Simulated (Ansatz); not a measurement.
HgTe:
```
CELL_PARAMETERS angstrom
      0.00000     3.32536     3.32536
      3.32536     0.00000     3.32536
      3.32536     3.32536     0.00000
ATOMIC_POSITIONS crystal
  Hg 0.00000 0.00000 0.00000
  Te 0.75000 0.75000 0.75000
```

Relaxed with PBE. Special points in fractions of this cell's reciprocal vectors: Γ (0.000, 0.000, 0.000); X (0.500, 0.000, 0.500); U (0.625, 0.250, 0.625); K (0.375, 0.375, 0.750); L (0.500, 0.500, 0.500); W (0.500, 0.250, 0.750).

Question: List the band energies nearest the Fermi level at these points for DFT-PBE with spin–orbit coupling in the program Ansatz with PAW potentials.

Answer: In eV from the Fermi level; about four levels below and three above (degenerate sets whole), none deeper than 8.9 eV; points with the same levels are listed once.

```json
[
 {"k": "Γ", "below": "0.00 0.00 0.00 0.00", "above": "3.27 3.27 4.46 4.46 4.46 4.46"},
 {"k": "X", "below": "-2.33 -2.33 -2.12 -2.12", "above": "1.67 1.67 2.43 2.43"},
 {"k": "U", "below": "-2.83 -2.74 -1.87 -1.87", "above": "1.86 2.07 3.73"},
 {"k": "L", "below": "-1.38 -1.38 -0.84 -0.84", "above": "0.43 0.43 4.53 4.53"},
 {"k": "W", "below": "-2.71 -2.51 -2.41 -2.36", "above": "2.41 2.85 4.38"}
]
```

Space group F-43m (zinc blende). The cell was relaxed with PBE under the symmetry of its start. The Fermi level of a semimetal is unsure by some 0.05 eV on such meshes.

Potentials: the earlier of the program's two PAW sets.
